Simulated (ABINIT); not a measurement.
Moving the starting magnetic order in CsLiCr2Te2S3

Space group Cm (No. 8). a = 6.843 Å, b = 10.361 Å, c = 7.978 Å, α = 90.00°, β = 111.21°, γ = 90.00°
| atom | site | symmetry | x | y | z |
| --- | --- | --- | --- | --- | --- |
| Cs | 2a | m | 0.0937 | 0.0000 | 0.0085 |
| Li | 2a | m | 0.5887 | 0.0000 | 0.5534 |
| Cr | 4b | 1 | 0.2620 | 0.2055 | 0.5579 |
| Te | 4b | 1 | 0.7192 | 0.1544 | 0.2903 |
| S | 4b | 1 | 0.6042 | 0.7927 | 0.7335 |
| S | 2a | m | 0.2140 | 0.0000 | 0.4837 |

The cell comes from a database or a generator and needn't be the stable form of this composition.

Kept alike: task single point; functional PBE; k mesh 4 × 4 × 3; occupations fermi-dirac, width 0.05 eV. Program: ABINIT, JTH PAW PBE v2.0, cutoff 626 eV. The mesh is that of the run's cell of 9 atoms. No spin-orbit coupling.

| starting magnetic order | largest site moment (μB) | moment of the cell (μB) | free energy over the lowest row (meV/atom) |
| --- | --- | --- | --- |
| ferromagnetic start | 2.15 | 4.01 | 0.00 |
| ferromagnetic start, larger moments | 2.15 | 4.01 | 0.00 |
| non-magnetic | 0.00 | 0.00 | 97.69 |

For a metal such a mesh leaves the last digits unconverged. The runs hold the magnetic state that their start led to, which needn't be the lowest. The row without spin has no moments by construction. Site moments count inside each atom's sphere or projector.

Task: What does the starting magnetic order change here?

Result: The largest site moment runs from 0.00 (non-magnetic) to 2.15 μB (ferromagnetic start; ferromagnetic start, larger moments). The moment of the cell runs from 0.00 (non-magnetic) to 4.01 μB (ferromagnetic start; ferromagnetic start, larger moments). The free energy is lowest at ferromagnetic start; ferromagnetic start, larger moments, and 97.69 meV an atom higher at non-magnetic. Starts that end at one energy have found one state: ferromagnetic start; ferromagnetic start, larger moments.
